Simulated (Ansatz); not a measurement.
A generator proposed this cell of VMoS4.

```cif
data_structure
_symmetry_space_group_name_H-M 'F-43m'
_symmetry_Int_Tables_number 216
_cell_length_a 7.8122
_cell_length_b 7.8122
_cell_length_c 7.8122
_cell_angle_alpha 90.000
_cell_angle_beta 90.000
_cell_angle_gamma 90.000
_cell_volume 476.78
loop_
_atom_site_label
_atom_site_type_symbol
_atom_site_symmetry_multiplicity
_atom_site_Wyckoff_symbol
_atom_site_fract_x
_atom_site_fract_y
_atom_site_fract_z
_atom_site_occupancy
V1 V 4 d 0.25000 0.25000 0.75000 1
Mo1 Mo 4 a 0.00000 0.00000 0.00000 1
S1 S 16 e 0.62536 0.12536 0.87464 1
```

Theory: DFT PBE, scalar-relativistic, plane waves, PAW (Ansatz 0.2.0). Plane waves to 420 eV, a k mesh through Γ of 4×4×4 on the computed 6-atom cell and Gaussian smearing (0.10 eV); collinear spin from starting moments 2.0 1.0 0.0 0.0 0.0 0.0 μB.

Energies over the elements count from the elements' standard structures at the same level, with no fitted energy shifts.

Task: How far from equilibrium is it?

Result: The pressure is -8.6 GPa (it wants to contract), the largest force is 0.03 eV/Å, and the energy is +1.38 eV/atom against the elements. The shortest distance is 2.75 Å.

Task: How much does it gain on relaxing, and where does it end?

Result: Relaxing gains about 0.19 eV/atom (the start's value is from the coarse mesh, so the gain is rough) in 10 ionic steps and ends at +1.20 eV/atom on the finer mesh. The symmetry stays F-43m (No. 216). The volume per atom shrinks by 22.2 %, from 19.9 to 15.4 Å³. The shortest distance goes from 2.75 Å (S–S) to 2.54 Å (S–S). Conventional cell: a = 7.184 Å. Around V lie 12 S at 2.98 Å and 4 Mo at 3.11 Å; Mo is surrounded by 12 S at 2.98 Å and 4 V at 3.11 Å; S has 6 S at 2.54 Å, 3 Mo at 2.98 Å and 3 V at 2.98 Å.

The last run used collinear spin, a 10×10×10 mesh for its 6-atom cell and Gaussian smearing of 0.10 eV. No Hubbard U is applied to the 3d shell of V. The reference form of S is held partly by dispersion forces, which this level lacks. The magnetic state reached may not be the lowest. The relaxation can't lower the symmetry of the start. A structure relaxed within its symmetry needn't be a true minimum. Another cell of VMoS4 relaxed alike, in Cmmm, lies 1.71 eV/atom lower, so this cell isn't the stable form at this level.
